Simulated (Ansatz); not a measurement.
## Does relaxation matter for the field gradients of HfO2 with Ti replacing Hf?

Start: a supercell of HfO2 (fluorite type, Fm-3m) built from a COD entry, with all atoms left at the host's positions.

```cif
data_Hf7TiO16
_symmetry_space_group_name_H-M 'Fm-3m'
_symmetry_Int_Tables_number 225
_cell_length_a 10.2300
_cell_length_b 10.2300
_cell_length_c 10.2300
_cell_angle_alpha 90.000
_cell_angle_beta 90.000
_cell_angle_gamma 90.000
loop_
_atom_site_label
_atom_site_type_symbol
_atom_site_symmetry_multiplicity
_atom_site_Wyckoff_symbol
_atom_site_fract_x
_atom_site_fract_y
_atom_site_fract_z
Ti Ti 4 a 0.0000 0.0000 0.0000
Hf2 Hf 24 d 0.2500 0.2500 0.0000
Hf8 Hf 4 b 0.5000 0.5000 0.5000
O9 O 32 f 0.1250 0.1250 0.1250
O12 O 32 f 0.6250 0.3750 0.3750
```

One atom of each set is listed; the run and its k-mesh use a cell of 24 atoms with edges of 7.23, 7.23, 7.23 Å.

Level of theory: DFT, PBE, plane waves and PAW, scalar-relativistic, 420 eV cutoff, Γ-centred 3×3×3 k-points, Fermi–Dirac smearing 0.01 eV (Ansatz 0.2.0).

The largest force at the start is 0.66 eV/Å. Relaxing the ions at fixed cell moves them by 0.039 Å at most (atom 24, O) and 0.023 Å rms. End positions:

Ti (0.0000, 0.0000, 0.0000)
Hf2 (0.2500, 0.2500, 0.0000)
Hf8 (0.5000, 0.5000, 0.5000)
O9 (0.1228, 0.1228, 0.1228)
O12 (0.6255, 0.3745, 0.3745)

```json
{"site": "Ti", "moved (Å)": "0.000", "first shell before": "8 O at 2.21 Å", "first shell after": "8 O at 2.18 Å", "V_zz before (10²¹ V/m²)": "0.00", "η before": "–"}
{"site": "Hf2", "moved (Å)": "0.000", "first shell before": "8 O at 2.21 Å", "first shell after": "8 O at 2.21–2.23 Å", "V_zz before (10²¹ V/m²)": "-0.74", "η before": "0.28"}
{"site": "O9", "moved (Å)": "0.039", "first shell before": "1 Ti at 2.21 Å, 3 Hf at 2.21 Å", "first shell after": "1 Ti at 2.18 Å, 3 Hf at 2.23 Å", "V_zz before (10²¹ V/m²)": "2.26", "η before": "0.00"}
{"site": "O12", "moved (Å)": "0.009", "first shell before": "4 Hf at 2.21 Å", "first shell after": "4 Hf at 2.21–2.22 Å", "V_zz before (10²¹ V/m²)": "0.24", "η before": "0.00"}
```

Task: What are V_zz and η after the relaxation?

Result: 

```csv
site,V_zz after,η after,change of V_zz
Ti,0.00,–,0.00
Hf2,1.85,0.23,–
O9,2.03,0.00,-0.23
O12,0.51,0.00,+0.27
```

The largest change of V_zz along a kept axis is on O12, from 0.24 to 0.51. The whole tensor moves most on Hf2, by 1.37 along its most changed direction. In per cent, |V_zz| changes by -10 on O (all sites that start above 0.5, bar those whose gradient vanishes or changes sign or whose main axis turns by over 40°). On Hf2 the largest principal value lies along another axis in the second run, so the two V_zz can't be compared directly. Other sites without a gradient aren't listed.

The defect repeats with the cell of 24 atoms, so it feels its images: sites between two images don't show the values beside a lone defect, and zeros or small values of η there can come from the images' arrangement. This high-symmetry form of HfO2 is unstable when cold, to shifts of the oxygen columns, towards the tetragonal form. The symmetry of the cell holds that distortion back, wholly or in part, and it would change the field gradients, the more the larger the distortion. Without spin–orbit coupling the gradients at and beside Hf can be off by some per cent, at some sites by more. The cell keeps the host's lattice, where the PBE pressure is -6 GPa.
Before: The neighbours have not yet relaxed around the defect (largest force 0.66 eV/Å), so a real crystal will differ.
After: The relaxation keeps the site symmetry m-3m of the start, so the impurity can't leave its site; a start off the site could end lower.
